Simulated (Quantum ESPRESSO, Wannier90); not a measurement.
## Tight-binding from DFT: CsPbCl$_{3}$ (cubic perovskite)

```yaml
crystal:
  lattice:
    - [5.67984, 0.00000, 0.00000]
    - [0.00000, 5.67984, 0.00000]
    - [0.00000, 0.00000, 5.67984]
  atoms:
    - { symbol: Cs, position: [0.00000, 0.00000, 0.00000] }
    - { symbol: Pb, position: [0.50000, 0.50000, 0.50000] }
    - { symbol: Cl, position: [0.00000, 0.50000, 0.50000] }
    - { symbol: Cl, position: [0.50000, 0.00000, 0.50000] }
    - { symbol: Cl, position: [0.50000, 0.50000, 0.00000] }
```

Cell from Materials Project (mp-23037), symmetrised, no further relaxation. COD (Crystallography Open Database) records the formula in this space group. Ideal cubic forms of this type are often high-temperature phases that distort on cooling; symmetry holds the cell here, and its stability was not tested. Level: PBEsol, no spin polarisation, no spin-orbit coupling; pw.x of Quantum ESPRESSO at 50 Ry with PseudoDojo potentials, 4×4×4 k-points, Wannier90. Density: 6×6×6 mesh, cold smearing 0.01 Ry. Spin-orbit coupling is left out although heavy elements are present.

Functional, cutoff and mesh named above are those of the base row (1); the first column says what each row takes instead. Model: 12 functions from bands 7-9,14-22, start SCDM (isolated) (the valence bands). Energies are relative to the valence-band maximum; the misfit is to pw.x on a path, for all bands of the set. The lattice is scaled uniformly, fractional positions fixed. Ω_total can sit in another minimum from row to row; Ω_I of an isolated set cannot.

```
scale  Ω_I (Å²)  Ω_total (Å²)  rms misfit (meV)  gap (eV)  bottom of band 7 (eV)
-----  --------  ------------  ----------------  --------  ---------------------
0.97      19.25         21.92                16      1.56                 -15.68
0.99      18.20         20.79                11      1.85                 -15.05
1         17.76         20.33               9.7      1.97                 -14.76
1.01      17.38         19.91               8.4      2.09                 -14.49
1.03      16.72         19.22               6.4      2.28                 -14.01
```
